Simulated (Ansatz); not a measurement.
Input:

InMo3N:
```
InMo3N
1.0
    4.17972     0.00000     0.00000
    0.00000     4.17972     0.00000
    0.00000     0.00000     4.17972
In Mo N
1 3 1
Direct
  0.00000   0.00000   0.00000
  0.00000   0.50000   0.50000
  0.50000   0.00000   0.50000
  0.50000   0.50000   0.00000
  0.50000   0.50000   0.50000
```

This is the PBE-relaxed structure.

Q: All from plane-wave PAW PBE (Ansatz code), unless another level is named. Estimate the electronic character.

A: metallic (no gap).

Q: And the formation energy from the elements (no fitted shifts)?

A: -0.045 eV/atom.

Q: Predict the density of states at the Fermi level.

A: 0.71 states/eV per atom (mean over ±0.08 eV).

Q: Predict the gap with spin–orbit coupling.

A: none (metallic).

Space group Pm-3m (anti-perovskite). The start of the workflow was typed in or built on a structure type; neither database checked (COD, Materials Project) lists it. Whether it is the stable phase at ambient conditions was not checked. Symmetry was held in the PBE relaxation; its stability against distortions is not shown here. The workflow began spin-polarised and lost its moments. The references are the lowest solids computed at this level, not always the standard phases (solids in place of the gases). Spin–orbit coupling is left out wherever it is not named.

Potentials: the earlier of the program's two PAW sets.
